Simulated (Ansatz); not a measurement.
Theory: DFT PBE, scalar-relativistic, plane waves, PAW (Ansatz 0.2.0). All cells share a 420 eV cutoff and Γ-centred k meshes spaced at most about 0.3 Å⁻¹ (about 0.25 or finer for metals, 2π included). No spin polarisation in the final relaxations.

These are static total energies at zero pressure.

Two relaxed structures of SiAs₄:

A.

```xyz
5
Lattice="4.7448 0.0000 0.0000 0.0000 4.7448 0.0000 0.0000 0.0000 4.7448" Properties=species:S:1:pos:R:3 pbc="T T T"
Si    2.3724    2.3724    2.3724
As    0.0000    0.0000    0.0000
As    2.3724    2.3724    0.0000
As    2.3724    0.0000    2.3724
As    0.0000    2.3724    2.3724
```

B.

```xyz
5
Lattice="-2.9901 2.9901 2.9901 2.9901 -2.9901 2.9901 2.9901 2.9901 -2.9901" Properties=species:S:1:pos:R:3 pbc="T T T"
Si    0.0000    0.0000    0.0000
As    1.4950    1.4950   -1.4950
As   -1.4950    1.4950    1.4950
As    1.4950    1.4950    1.4950
As    1.4950   -1.4950    1.4950
```

**Question.** Which would you expect to be lower, and how large is the difference?

**Answer.** B is lower, by 295 meV/atom. A has space group Pm-3m (No. 221), 21.4 Å³/atom and no gap on its mesh; B has space group Im-3m (No. 229), 21.4 Å³/atom and no gap. Counting As atoms around Si (those within 1.25 times the shortest such distance or 1.15 times the sum of covalent radii, 1.27 where that leaves under three), A has Si 6 and B has Si 8. Even the lower one lies +0.46 eV/atom against the reference forms of the elements (uncorrected), so neither is stable at this level. Both come from invented guesses. A third cell relaxed alike, in P-3m1, lies 240 meV/atom below the lower of the two.

Cells relaxed within their symmetry can be saddle points.
